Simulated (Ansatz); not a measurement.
Values for one crystal, relaxed and computed with LDA in the plane-wave PAW code Ansatz; other levels are named.

| Property | Result |
|---|---|
| Volume per atom | 13.88 Å³ |
| Electronic character | metallic (no gap) |
| Poisson's ratio | 0.38 |
| Bulk modulus (Birch–Murnaghan fit) | 180 GPa |
| Highest zone-centre frequency | 626 cm⁻¹ |
| Pressure derivative B′ | 4.2 |
| Formation energy from the elements (no fitted shifts) | -1.08 eV/atom |

### Question
Which of these materials gives this?
A) TiS2, CdI2 type
B) In2SbAs, R3m (In on 3a, In on 3a, Sb on 3a, As on 3a)
C) ZrN, NiAs type
D) Ti3InN, anti-perovskite

### Answer
D, Ti3InN, anti-perovskite

Space group Pm-3m (anti-perovskite). The workflow started from a Materials Project entry (that database holds measured and hypothetical structures alike); the Crystallography Open Database copy checked does not list it. Its standing as an ambient phase is unchecked. Symmetry was held in the LDA relaxation; of distortions, only those at the zone centre were tested. The run is not spin-polarised. As this level gives no gap, phonon frequencies hold no LO–TO term and depend on the k-mesh and smearing (Fermi–Dirac, 0.1 eV here). On the denser mesh and wider smearing of the elastic run this cell carries a stress of 0.3 GPa. The references are the lowest solids computed at this level, not always the standard phases (solids in place of the gases). Spin–orbit coupling is left out wherever it is not named.

Potentials: the later of the program's two PAW sets.
